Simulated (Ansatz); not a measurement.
Relaxed-ion elastic tensor of Nb (bcc (W type), space group No. 229) in GPa (Voigt order), PBEsol in the plane-wave PAW code Ansatz; density 8.82 g/cm³, 17.48 Å³ per atom.

```
 265   142   142   0.0   0.0   0.0
 142   265   142   0.0   0.0   0.0
 142   142   265   0.0   0.0   0.0
 0.0   0.0   0.0  15.7   0.0   0.0
 0.0   0.0   0.0   0.0  15.7   0.0
 0.0   0.0   0.0   0.0   0.0  15.7
```

Q: Is the crystal mechanically stable?

A: Yes: the smallest eigenvalue of C is 15.7 GPa.

Q: Work out the Voigt, Reuss and Hill averages.

A: K_V = 183, K_R = 183, K_H = 183; G_V = 34.1, G_R = 22.4, G_H = 28.2 GPa.

Q: Give Young's modulus, Poisson's ratio, Pugh's ratio and the universal anisotropy index.

A: E = 9KG/(3K + G) = 80.6 GPa; ν = 0.43; K/G = 6.49 (ductile by the Pugh limit of 1.75); A_U = 5G_V/G_R + K_V/K_R − 6 = 2.60.

Q: Estimate the sound speeds and the Debye temperature.

A: v_l = √((K + 4G/3)/ρ) = 5000 m/s, v_t = √(G/ρ) = 1790 m/s, mean 2030 m/s; Θ = (h/k)(3n/4πV)^(1/3) v_m = 233 K.

Q: Give the Zener ratio and Young's modulus along [100], [110] and [111].

A: A = 2C44/(C11 − C12) = 0.26; 1/E = S11 − 2(S11 − S12 − S44/2)Γ with Γ = 0, 1/4, 1/3 gives 166, 56.0, 45.9 GPa.

Space group Im-3m (bcc (W type)). The PBEsol relaxation kept the symmetry of its start. The run is not spin-polarised. As this level gives no gap, shear constants depend on the k-mesh and smearing (Fermi–Dirac, 0.1 eV here). On the denser mesh and wider smearing of the elastic run this cell carries a stress of 0.5 GPa.

Potentials: the earlier of the program's two PAW sets.
